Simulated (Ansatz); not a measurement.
Relaxation of a relaxed TiC cell displaced along its unstable phonon at q = (½, ½, 0) of its primitive reciprocal cell (156i cm⁻¹), largest move 0.15 Å; 8 atoms in the cell, which starts as P2₁2₁2 (No. 18), oP8; a = b = 5.677 Å, c = 2.687 Å, α = β = γ = 90.00°. Method: PBE (plane waves to 420 eV, PAW, scalar-relativistic; Ansatz, a first-principles code). Γ-centred k-mesh 8×8×12 on the run's cell (coarser than for final values), Fermi–Dirac smearing 0.05 eV. This is the first round of the run. 

The optimiser's lines from the output (shortened; P is positive under compression):

```
relax step   1: F+E_penalty+E_count = -11002.15552016 eV  Δ(F+E_penalty+E_count) = +0.000e0 eV  max|allowed force component| = 5.580e-1 eV/Å  Δτ_max = 0.0000 Å  P = -0.467 GPa  Ω = 86.595 Å³  (8 SCF iters, dr2 threshold 1.00e-7 eV, accepted)
relax step   2: F+E_penalty+E_count = -11002.51943954 eV  Δ(F+E_penalty+E_count) = -3.639e-1 eV  max|allowed force component| = 7.251e-1 eV/Å  Δτ_max = 0.0948 Å  P = -0.742 GPa  Ω = 87.711 Å³  (6 SCF iters, dr2 threshold 8.00e-7 eV, accepted)
relax step   3: F+E_penalty+E_count = -11003.81176260 eV  Δ(F+E_penalty+E_count) = -1.292e0 eV  max|allowed force component| = 9.155e-1 eV/Å  Δτ_max = 0.1950 Å  P = -2.485 GPa  Ω = 88.900 Å³  (7 SCF iters, dr2 threshold 8.00e-7 eV, accepted)
relax step   4: F+E_penalty+E_count = -11005.18155606 eV  Δ(F+E_penalty+E_count) = -1.370e0 eV  max|allowed force component| = 5.393e-1 eV/Å  Δτ_max = 0.1621 Å  P = -3.833 GPa  Ω = 88.406 Å³  (6 SCF iters, dr2 threshold 8.00e-7 eV, accepted)
relax step   5: F+E_penalty+E_count = -11005.41139251 eV  Δ(F+E_penalty+E_count) = -2.298e-1 eV  max|allowed force component| = 4.388e-1 eV/Å  Δτ_max = 0.1435 Å  P = +10.696 GPa  Ω = 82.512 Å³  (7 SCF iters, dr2 threshold 8.00e-7 eV, accepted)
relax step   6: F+E_penalty+E_count = -11005.57050228 eV  Δ(F+E_penalty+E_count) = -1.591e-1 eV  max|allowed force component| = 2.340e-2 eV/Å  Δτ_max = 0.0410 Å  P = -1.262 GPa  Ω = 86.585 Å³  (6 SCF iters, dr2 threshold 8.00e-7 eV, accepted)
relax step   7: F+E_penalty+E_count = -11005.57318390 eV  Δ(F+E_penalty+E_count) = -2.682e-3 eV  max|allowed force component| = 1.374e-3 eV/Å  Δτ_max = 0.0036 Å  P = +0.018 GPa  Ω = 86.098 Å³  (6 SCF iters, dr2 threshold 8.00e-7 eV, accepted)
relax step   8: F+E_penalty+E_count = -11005.57317789 eV  Δ(F+E_penalty+E_count) = +6.005e-6 eV  max|allowed force component| = 1.532e-4 eV/Å  Δτ_max = 0.0004 Å  P = -0.000 GPa  Ω = 86.105 Å³  (6 SCF iters, dr2 threshold 3.80e-9 eV, accepted)
relax step   9: F+E_penalty+E_count = -11005.59116961 eV  Δ(F+E_penalty+E_count) = -1.799e-2 eV  max|allowed force component| = 1.538e-3 eV/Å  Δτ_max = 0.0000 Å  P = +0.259 GPa  Ω = 86.105 Å³  stress off target by 7.90e-1 GPa  SCF on the basis re-selected at this cell (its energy is not comparable with the rows above)  (6 SCF iters)
relax step  10: F+E_penalty+E_count = -11005.59154720 eV  Δ(F+E_penalty+E_count) = -3.776e-4 eV  max|allowed force component| = 1.551e-3 eV/Å  Δτ_max = 0.0005 Å  P = +0.006 GPa  Ω = 86.211 Å³  (6 SCF iters, dr2 threshold 8.00e-7 eV, accepted)
relax step  11: F+E_penalty+E_count = -11005.59154944 eV  Δ(F+E_penalty+E_count) = -2.234e-6 eV  max|allowed force component| = 8.543e-4 eV/Å  Δτ_max = 0.0002 Å  P = -0.006 GPa  Ω = 86.214 Å³  (6 SCF iters, dr2 threshold 7.95e-9 eV, accepted)
relax step  12: F+E_penalty+E_count = -11005.59168478 eV  Δ(F+E_penalty+E_count) = -1.353e-4 eV  max|allowed force component| = 8.554e-4 eV/Å  Δτ_max = 0.0000 Å  P = -0.005 GPa  Ω = 86.214 Å³  stress off target by 9.63e-3 GPa  SCF on the basis re-selected at this cell (its energy is not comparable with the rows above)  (8 SCF iters)
```

From the first to the last row the energy changes by -0.43 eV/atom and the volume by -0.4 %. The last row is marked as not comparable with the walk above it, whose basis was carried along; it does compare with step 1, since both stand on a basis selected at the nominal cutoff for their own cell.

Later rounds, restarted from the end of this one on a renewed k-mesh, logged 3 more steps and released under 0.01 eV/atom more. The final structure after all rounds: P6₃/mmc (No. 194), hP4, NiAs type; a = b = 3.0413 Å, c = 5.3813 Å, α = β = 90.00°, γ = 120.00°. Between re-selections the logged energies stand on a plane-wave basis carried along with the cell. No spin polarisation in the result.

The run could not lose the symmetry of its start, so the end can be a saddle point.

The relaxed structure here is a generated cell of TiC: the first start was made by placing the elements on the sites of a structure type, and the end was not matched to a known phase here, so it may be hypothetical. Known forms of TiC include space group No. 225.
